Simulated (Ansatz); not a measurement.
EuO (rock salt)

```xyz
2
Lattice="0.0000 2.5308 2.5308 2.5308 0.0000 2.5308 2.5308 2.5308 0.0000" Properties=species:S:1:pos:R:3 pbc="T T T"
O      0.0000     0.0000     0.0000
Eu     2.5308     2.5308     2.5308
```

Equation-of-state scan: isotropic scaling of the cell above, V₀ being its volume. Symmetry pins the atoms to their sites.

Level of theory: PBE (plane waves to 420 eV, PAW, scalar-relativistic; Ansatz, a quantum-chemistry and plane-wave program). k mesh 16×16×16 (Γ-centred), Fermi-Dirac smearing 0.05 eV. E stands for the smeared free energy. Stress and pressure are positive under compression. EuO is run spin-polarised and with no Hubbard U. EuO was relaxed with its symmetry unable to fall. Relaxed EuO ends ferromagnetic. The magnetic order is the one the run started from; other orders were not tried. The f-shell state is unchecked: a lower one may exist. ΔE is measured from the relaxed starting cell. The last digit holds for this mesh only.

```tsv
V (Å³/atom)	ΔE (meV/atom)
14.589	59.0
14.994	withheld
15.399	13.4
15.805	3.2
16.210	0.0
16.615	2.9
17.020	11.1
17.426	23.9
17.831	40.6
```

Q: Fit a third-order Birch-Murnaghan form (E₀, V₀, B₀, B₀′ free) to the given rows and predict ΔE at V = 14.994.

A: Least squares on the 8 given rows: ΔE = E₀ + (9V₀B₀/16)·y²·[2 + (B₀′ − 4)y], y = (V₀/V)^(2/3) − 1, with V₀ = 16.210 Å³/atom, B₀ = 95.82 GPa (160.2 GPa = 1 eV/Å³; the term in eV is multiplied by 1000), B₀′ = 4.59, E₀ = 0.03 meV/atom; root-mean-square residual 0.02 meV/atom. At 14.994 the fit gives 31.6 meV/atom; the calculation gives 31.6 meV/atom, the same to the digits shown. For the pressure the fit gives 8.9 GPa against the computed 8.9 GPa.

(Under strain, the slope of the energy per volume gives the stress and its curvature an elastic modulus.)
